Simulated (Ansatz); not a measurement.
**Relaxing a structure of Cd**

The start is a generated cell, Cd placed in the simple-cubic structure type. Cell shape, volume and atoms are optimised at zero target pressure with PBE (plane waves to 420 eV, PAW, scalar-relativistic; Ansatz, an electronic-structure program). The first steps use a coarse 11×11×11 k-mesh.

The start:
```
Cd
1.0
    2.89270     0.00000     0.00000
    0.00000     2.89270     0.00000
    0.00000     0.00000     2.89270
Cd
1
Direct
  0.00000   0.00000   0.00000
```

### Question
What pressure does the first self-consistent step give?

### Answer
+4.2 GPa (positive: the cell is compressed).

### Question
How does the volume change?

### Answer
+11.3 %, from 24.21 to 26.93 Å³/atom.

### Question
How do the shortest distances between atoms change?

### Answer
The closest pairs of elements (up to four, under 3.6 Å), start → end: Cd–Cd 2.89 → 3.00 Å.

### Question
What band gap does the relaxed structure have at this level?

### Answer
Zero (metallic).

### Question
Give the final cell and atomic positions.

### Answer

```cif
data_Cd
_chemical_formula_sum 'Cd1'
_space_group_name_H-M_alt 'Pm-3m'
_space_group_IT_number 221
_space_group_name_Hall '-P 4 2 3'
_cell_length_a 2.99753
_cell_length_b 2.99753
_cell_length_c 2.99753
_cell_angle_alpha 90.000
_cell_angle_beta 90.000
_cell_angle_gamma 90.000
loop_
_atom_site_label
_atom_site_type_symbol
_atom_site_symmetry_multiplicity
_atom_site_Wyckoff_symbol
_atom_site_fract_x
_atom_site_fract_y
_atom_site_fract_z
_atom_site_occupancy
Cd1 Cd 1 a 0.00000 0.00000 0.00000 1
```

The space group stays Pm-3m (No. 221) (the run could not lower it); the end is simple cubic type, with 1 atom in the primitive cell. Final values are on a 15×15×15 k-mesh of the relaxed cell. No spin polarisation in the result.

The run could not lose the symmetry of its start, so the end can be a saddle point.

The relaxed structure here is a generated cell of Cd: the first start was made by placing the elements on the sites of a structure type, and the end was not matched to a known phase here, so it may be hypothetical. Known forms of Cd include space group No. 194.
